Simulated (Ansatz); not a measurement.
**YSbO4, first-principles data**

YSbO4:
```
YSbO4
1.0
   -0.03737    -7.48193     0.00000
   -5.35107     0.00000     0.00000
   -0.23775    -1.18148    -7.49287
Y Sb O
4 4 16
Direct
  0.38853   0.26531   0.86529
  0.61147   0.73469   0.13471
  0.89264   0.21457   0.84318
  0.10736   0.78543   0.15682
  0.80462   0.23810   0.33640
  0.19538   0.76190   0.66360
  0.69279   0.72497   0.66362
  0.30721   0.27503   0.33638
  0.30823   0.08750   0.56413
  0.69177   0.91250   0.43587
  0.44044   0.61360   0.67167
  0.55956   0.38640   0.32833
  0.93954   0.86934   0.66839
  0.06046   0.13066   0.33161
  0.80432   0.40269   0.56686
  0.19568   0.59731   0.43314
  0.82611   0.03862   0.11517
  0.17389   0.96138   0.88483
  0.67601   0.50961   0.88699
  0.32399   0.49039   0.11301
  0.12257   0.47172   0.81516
  0.87743   0.52828   0.18484
  0.61927   0.99185   0.82976
  0.38073   0.00815   0.17024
```

Space group P-1 (No. 2); conventional cell a = 5.351 Å, b = 7.482 Å, c = 7.589 Å, α = 81.03°, β = 88.20°, γ = 89.71°.

Method: r²SCAN (plane waves, PAW; program Ansatz). The cell and atoms are relaxed at this level. Other levels are named where they apply.

### Cell and energy

- Volume per atom: 12.50 Å³
- Density: 6.08 g/cm³
- Formation energy from the elements (no fitted shifts): -2609 meV/atom

### Electronic structure

- Band gap = 3.32 eV (indirect)
- Valence-band maximum = off the standard path, at k = (-0.469, -0.010, 0.260) in fractions of the reciprocal vectors
- Conduction-band minimum = at Γ
- Smallest direct gap on the standard path = 3.39 eV

The first step of the workflow began from a Materials Project structure, measured or hypothetical; the Crystallography Open Database copy checked does not list it. Entries of such low symmetry are often ordered models of mixed-site phases. Its standing as an ambient phase is unchecked. The r²SCAN relaxation kept the symmetry of its start; its stability against distortions is not shown here. The run is not spin-polarised. The references are the lowest solids computed at this level, not always the standard phases (solids in place of the gases). Spin–orbit coupling is left out wherever it is not named.

Potentials: the later of the program's two PAW sets.
